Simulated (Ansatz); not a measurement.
The cell below belongs to a search over invented structures; it isn't taken from experiment.

Input and command of a plane-wave DFT calculation in Ansatz:

```yaml
crystal:
  lattice:
    - [-1.625, 1.625, 6.815]
    - [1.625, -1.625, 6.815]
    - [1.625, 1.625, -6.815]
  atoms:
    - { symbol: Hf, position: [0.335, 0.335, 0.0] }
    - { symbol: Hf, position: [0.665, 0.665, 0.0] }
    - { symbol: Sc, position: [0.0, 0.0, 0.0] }
    - { symbol: O, position: [0.168, 0.168, 0.0] }
    - { symbol: O, position: [0.832, 0.832, 0.0] }
basis:
  ecutwfc: 420
kpoints:
  mp_grid: { grid: [7, 7, 7] }
hamiltonian:
  xc: pbe
scf:
  occupations: { method: gaussian, width: 0.2 }
  lower_state_search: "off"
output:
  forces: true
  stress: true
  eigenvalues: true
relax:
  adjacent_minimum: "off"
  f_tol: 0.08
  max_steps: 16
  cell: { stress_tol: 0.8 }
```

```bash
ansatz run input.yaml --threads 1 --pin off --max-ram 2560MiB --backend cpu --events-out ev --progress --plain --runs-dir out
```

Processor: AMD EPYC 7R43 64-Core Processor (Zen 3), 1 thread, on a host shared with other jobs.

Task: Estimate time, memory and problem size.

Result: About 2.1 min, peak memory 0.49 GiB. It solves 45 bands at 40 k points (after reduction by symmetry) with about 1485 plane waves (on the last cell), in 84 SCF iterations over 10 ionic steps.
